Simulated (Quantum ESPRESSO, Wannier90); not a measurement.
# Wannier functions of Sn₂SeS (Pmc2₁)

```xyz
8
Lattice="4.0385 0.0000 0.0000 0.0000 4.6518 0.0000 0.0000 0.0000 11.4896" Properties=species:S:1:pos:R:3 pbc="T T T"
Sn     0.0000     0.4902    -4.3955
Sn     0.0000    -0.4902     1.3493
Sn     2.0192     1.6680     4.3324
Sn     2.0192    -1.6680    -1.4124
Se     0.0000    -1.1314     4.0530
Se     0.0000     1.1314    -1.6918
S      2.0192    -1.1884    -3.9899
S      2.0192     1.1884     1.7549
```

Materials Project entry mp-1218960; symmetrised, unrelaxed at this level. Not found in the COD (Crystallography Open Database) copy used; not checked further. Method: PBEsol plane waves in Quantum ESPRESSO 7.5 (PseudoDojo norm-conserving files, 69 Ry, no spin polarisation, no spin-orbit coupling), Bloch states on a 4×4×4 mesh through Γ, Wannier90 4.0.1. Density: 8×8×4 mesh, Gaussian smearing 0.01 Ry. The cell is built of weakly bound layers, chains or molecules, whose nearest atoms lie 3.45 Å apart. Database cells relaxed without dispersion often hold them too far apart, which can enlarge gaps and weakens couplings between them; spacing and stacking were not compared with the measured crystal. Spin-orbit coupling is left out although heavy elements are present.

A tight-binding model is made by disentanglement and projection with no localisation steps (num_iter = 0), so the 32 orbitals stay atom-like: hydrogen-like Sn: s;p; Se: s;p; S: s;p, axes along x, y, z; frozen window up to 2.16 eV relative to the valence-band maximum. It follows pw.x to 6.9 meV rms for states up to 1.7 eV relative to the valence-band maximum. Matrix elements depend on this choice of orbitals and windows.

**Question.** What are the on-site energies relative to the valence-band maximum, and how fast do the hoppings decay?

**Answer.** 
```csv
atom,orbitals,energy (eV)
Sn1,s,-5.08
Sn1,pz,1.81
Sn1,px,1.84
Sn1,py,1.77
Sn2,s,-5.08
Sn2,pz,1.81
Sn2,px,1.84
Sn2,py,1.77
Sn3,s,-5.08
Sn3,pz,1.93
Sn3,px,1.65
Sn3,py,1.78
Sn4,s,-5.08
Sn4,pz,1.93
Sn4,px,1.65
Sn4,py,1.78
Se5,s,-11.87
Se5,pz py,-1.35
Se5,px,-1.32
Se6,s,-11.87
Se6,pz py,-1.35
Se6,px,-1.32
S7,s,-11.55
S7,pz px,-1.71
S7,py,-1.75
S8,s,-11.55
S8,pz px,-1.71
S8,py,-1.75
```

| distance of the centres (Å) | largest modulus (eV) |
|---|---|
| 2–3 | 2.2 |
| 3–4 | 0.92 |
| 4–5 | 0.54 |
| 5–6 | 0.15 |
| 6–7 | 0.19 |
| 7–8 | 0.023 |
